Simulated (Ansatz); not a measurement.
Data:

SiC₄:
```yaml
crystal:
  lattice:
    - [5.59772, 0.00000, 0.00000]
    - [0.00000, 5.59772, 0.00000]
    - [0.00000, 0.00000, 5.59772]
  atoms:
    - { symbol: Si, position: [0.00000, 0.00000, 0.00000] }
    - { symbol: Si, position: [0.50000, 0.50000, 0.50000] }
    - { symbol: C, position: [0.18730, 0.18730, 0.18730] }
    - { symbol: C, position: [0.31270, 0.31270, 0.31270] }
    - { symbol: C, position: [0.18730, 0.81270, 0.81270] }
    - { symbol: C, position: [0.31270, 0.68730, 0.68730] }
    - { symbol: C, position: [0.81270, 0.18730, 0.81270] }
    - { symbol: C, position: [0.68730, 0.31270, 0.68730] }
    - { symbol: C, position: [0.81270, 0.81270, 0.18730] }
    - { symbol: C, position: [0.68730, 0.68730, 0.31270] }
```

This is the r²SCAN-relaxed structure.

Q: All from r²SCAN in the plane-wave PAW code Ansatz, unless another level is named. Predict the smallest direct gap on the standard path.

A: 4.09 eV.

Q: And the electron effective mass?

A: 1.3, 1.3, 4.8 mₑ (principal values).

Q: Give the HSE06 gap on the r²SCAN cell.

A: 4.69 eV.

Q: What about the valence-band maximum?

A: at R.

Q: Give the conduction-band minimum.

A: on the Γ–R line, 19 % of the way from Γ (8 equivalent valleys).

Space group Pn-3m. The start of the workflow was typed in or built on a structure type; neither database checked (COD, Materials Project) lists it. Whether it is the stable phase at ambient conditions was not checked. Symmetry was held in the r²SCAN relaxation; its stability against distortions is not shown here. Its formation energy is positive at this level, so the cell may be metastable or incomplete.

Potentials: the earlier of the program's two PAW sets.
